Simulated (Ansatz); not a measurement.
# Lattice vibrations of HgTe at Γ at 6 GPa

Theory: Ansatz, DFT LDA, scalar-relativistic, plane waves, PAW. Plane waves to 420 eV; Γ-centred k mesh 12×12×12; Fermi-Dirac smearing of 0.15 eV. No spin polarisation. Phonons by linear response, acoustic sum rule imposed.

The cell, relaxed at 6 GPa:
```xyz
2
Lattice="0.0000 3.1138 3.1138 3.1138 0.0000 3.1138 3.1138 3.1138 0.0000" Properties=species:S:1:pos:R:3 pbc="T T T"
Hg    0.0000    0.0000    0.0000
Te    4.6707    4.6707    4.6707
```

In a metal, frequencies and elastic constants depend on the k mesh and the smearing, soft modes and shear constants most. Spin–orbit coupling is left out, which can shift energies with elements as heavy as these.

Question: Is this structure stable against zone-centre distortions?

Answer: Yes, at Γ: no optical mode is imaginary. Strains and other wave vectors aren't tested by this run.

Question: List the optical modes at Γ (i marks imaginary ones).

Answer:
```tsv
frequency (THz)	degeneracy
4.28	3
```

The bands only touch here, so at this level the crystal is a zero-gap semiconductor or semimetal, not an ordinary metal; spin–orbit coupling, left out, can open or move such a gap.

Cost: 1 run of about 0.99 core-minutes, on Intel Xeon Processor @ 2.70GHz (shared hosts).